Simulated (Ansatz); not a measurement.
The relaxed structure here is a generated cell of Lu: the first start was made by a random draw of sites in a space group, and the end was not matched to a known phase here, so it may be hypothetical. Known forms of Lu include space group No. 194.

A relaxed structure of Lu. Calculation: r2SCAN (plane waves to 500 eV, PAW, scalar-relativistic; Ansatz, a first-principles code).

```xyz
1
Lattice="3.3082 0.0000 0.0000 -1.6541 2.8650 0.0000 0.0000 0.0000 3.2262" Properties=species:S:1:pos:R:3 pbc="T T T"
Lu     0.0000     0.0000     1.6131
```

**Question.** Find the space group and the Wyckoff positions (tolerance 0.01 Å).

**Answer.** Space group P6/mmm (No. 191); a = 3.3082 Å, b = 3.3082 Å, c = 3.2262 Å, α = 90.00°, β = 90.00°, γ = 120.00°

| atom | site | symmetry | x | y | z |
|---|---|---|---|---|---|
| Lu | 1b | 6/mmm | 0.0000 | 0.0000 | 0.5000 |

This is the AFLOW prototype A_hP1_191_a (A_f, as in Sn).

**Question.** Give the shortest distances between elements (the closest pairs, up to four, under 3.6 Å).

**Answer.** Lu–Lu 3.23 Å.

| Quantity | Result |
|---|---|
| Volume per atom | 30.58 Å³ |
| Band gap | zero (metallic) |

No spin polarisation in the result.

The run could not lower the symmetry of its start; a shaken copy of this end point relaxes with r2SCAN to Fm-3m (No. 225), 0.46 eV/atom lower.
